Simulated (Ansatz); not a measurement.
Single point in Ansatz 0.2.0 with r2SCAN, no spin polarisation. Cutoff 500 eV, PAW datasets, 6×9×6 Γ-centred k mesh, methfessel-paxton filling (width 0.034 eV).

Computed maps in the lattice plane spanned by b (left to right, 3.64 Å, 11 points from zero) and c (bottom to top, 5.94 Å, 18 points from zero), 90° apart, at height 0.250 along a. The fields are smooth PAW ones with compensation charges, not the true ones near nuclei.

Valence density. Digits on a logarithmic scale: 0 up to 0.03 e/Å³, each further digit a factor of 1.6, 9 from 1.3 e/Å³ up:
```
55432222345
33333333333
22345555432
22469999642
22479999742
22489999842
22479999742
22357887532
22334334332
43332222333
55543223455
77653223567
99864334689
99975335799
99975335799
99975335799
98764334678
77653223567
```

ELF. Ten even steps from '0' (0.01) to '9' (0.85):
```
87641001467
32110000112
00111001110
11235335321
11147997411
11137997311
11246666421
11122112211
11110000111
54310000134
88752002578
77885115887
56786116876
12677117762
91677117761
24787117874
67786116877
88884114888
```

**Question.** The cell is FeI. Which atoms lie within 0.2 Å of this plane, and where (fractions of b and c)?

**Answer.** I at (0.00, 0.18), Fe at (0.50, 0.68). The whole cell:
```yaml
crystal:
  lattice:
    - [5.63826, 0.00000, 0.00000]
    - [0.00000, 3.63534, 0.00000]
    - [0.00000, 0.00000, 5.94456]
  atoms:
    - { symbol: I, position: [0.25000, 0.00000, 0.17700] }
    - { symbol: I, position: [0.75000, 0.00000, 0.82300] }
    - { symbol: Fe, position: [0.25000, 0.50000, 0.68200] }
    - { symbol: Fe, position: [0.75000, 0.50000, 0.31800] }
```

Origin: a known structure type with other elements, at an estimated volume, so it need not be a known compound. Caveats: no spin polarisation, so a magnetic state may lie lower.
